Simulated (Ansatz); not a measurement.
Given:

SiC:
```
SiC
1.0
    0.00000     2.17831     2.17831
    2.17831     0.00000     2.17831
    2.17831     2.17831     0.00000
Si C
1 1
Direct
  0.75000   0.75000   0.75000
  0.00000   0.00000   0.00000
```

This is the r²SCAN-relaxed structure.

All from DFT-r²SCAN in the program Ansatz with PAW potentials, unless another level is named. Estimate the bulk modulus (Birch–Murnaghan fit).

227 GPa.

Next, the elastic constants (relaxed ions, GPa)?

C11 = 414, C12 = 134, C44 = 261.

What about the vibrational entropy at 300 K?

8.2 J/(K·mol of atoms).

Space group F-43m (zinc blende). The cell was relaxed with r²SCAN under the symmetry of its start; phonons on a q-mesh show no instability.

Potentials: the earlier of the program's two PAW sets.
